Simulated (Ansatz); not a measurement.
How much does the functional matter for the cell of SnO?

The starting cell is an entry of the Crystallography Open Database (1981):

```yaml
crystal:
  lattice:
    - [3.79860, 0.00000, 0.00000]
    - [0.00000, 3.79860, 0.00000]
    - [0.00000, 0.00000, 4.84080]
  atoms:
    - { symbol: Sn, position: [0.50000, 0.00000, 0.23690] }
    - { symbol: Sn, position: [0.00000, 0.50000, 0.76310] }
    - { symbol: O, position: [0.00000, 0.00000, 0.00000] }
    - { symbol: O, position: [0.50000, 0.50000, 0.00000] }
```

Atoms and cell were relaxed at zero pressure with plane-wave PAW DFT (Ansatz 0.2.0; one set of PAW datasets, made under PBE, for all functionals; 420 eV, r2SCAN 500 eV; 8×8×7 Γ-centred mesh, fermi-dirac occupations of width 0.100 eV; no spin polarisation, no spin-orbit coupling, no dispersion correction), keeping the symmetry (P4/nmm, No. 129).

Problem. How do the functionals compare with each other and with the entry?

Solution. The relaxed conventional cells:

```
functional  a (Å)  c (Å)  volume (Å³/atom)  formation energy (eV/atom)
       LDA  3.763  4.651             16.46                      -1.513
    PBEsol  3.802  4.741             17.13                      -1.323
       PBE  3.868  5.058             18.91                      -1.262
    r2SCAN  3.808  4.926             17.85                      -1.357
 the entry  3.799  4.841             17.46                           –
```

LDA gives the smallest volume and PBE the largest, 14.9 % more, the usual order, since LDA overbinds and PBE's gradient terms loosen the lattice. Against the entry's volume: LDA -5.7 %, PBEsol -1.9 %, PBE +8.3 %, r2SCAN +2.2 %; PBEsol and r2SCAN come about as near. The axis c stretches most from LDA to PBE (8.7 %), the mark of a weakly bound direction, where the missing dispersion matters. The formation energies span 0.25 eV an atom, lowest under LDA.

Caveats: each relaxation keeps the start's symmetry, so a distorted cell may lie lower; computed cells are at 0 K with fixed nuclei, while the entry holds thermal expansion, often some tenths of a per cent in volume and more in soft crystals; without dispersion the spacing of weakly bound layers is ill defined; formation energies are at zero smearing against the elements' usual phases under the same functional, gases as free molecules, uncorrected.
